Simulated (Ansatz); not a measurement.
**Comparing deformations in Si**

Theory: Ansatz, DFT LDA, scalar-relativistic, plane waves, PAW. The runs took a 420 eV cutoff, a Γ-centred 24×24×10 mesh and Gaussian smearing (0.15 eV). No spin polarisation. Energies are free energies at this smearing, counted from the undisturbed cell; pressure is positive in compression.

The undisturbed cell (as given, not relaxed at this level; it stands at -0.3 GPa; this form isn't the usual structure):

```yaml
crystal:
  lattice:
    - [2.66558, 0.00000, 0.00000]
    - [-1.33279, 2.30846, 0.00000]
    - [0.00000, 0.00000, 4.50627]
  atoms:
    - { symbol: Si, position: [0.33333, 0.66667, 0.25000] }
    - { symbol: Si, position: [0.66667, 0.33333, 0.75000] }
```

The cell is strained by ε times a Voigt pattern (xx, yy, zz, yz, xz, xy; engineering shear) with fractional coordinates fixed. τ = (1/V0) dE/dε comes from the stress tensor. Of each scan, only the three points used here are listed.

```csv
pattern,ε,τ (GPa)
"(1, 1, 0, 0, 0, 0)",-0.0150,-5.90
"(1, 1, 0, 0, 0, 0)",0.0000,1.65
"(1, 1, 0, 0, 0, 0)",0.0150,7.67
"(0, 0, 1, 0, 0, 0)",-0.0250,-3.99
"(0, 0, 1, 0, 0, 0)",0.0000,-0.67
"(0, 0, 1, 0, 0, 0)",0.0250,3.59
```

Question: Which constants do the scans give, and which deformation costs least for the same size of strain tensor?

Answer: The slope dτ/dε at zero (parabola through three points) is pᵀCp: (1, 1, 0, 0, 0, 0) gives C11 + C22 + 2 C12 = 452 GPa; (0, 0, 1, 0, 0, 0) gives C33 = 152 GPa. The size of the strain tensor, ε:ε, is ε² times 2.0, 1.0. Per unit of it the stiffnesses are 226, 152 GPa, so (0, 0, 1, 0, 0, 0) is the softest of these: at ε:ε = (1 %)² the quadratic term costs 0.66 meV/atom against 0.98 for the stiffest.

In a metal these slopes depend on the k mesh and the smearing.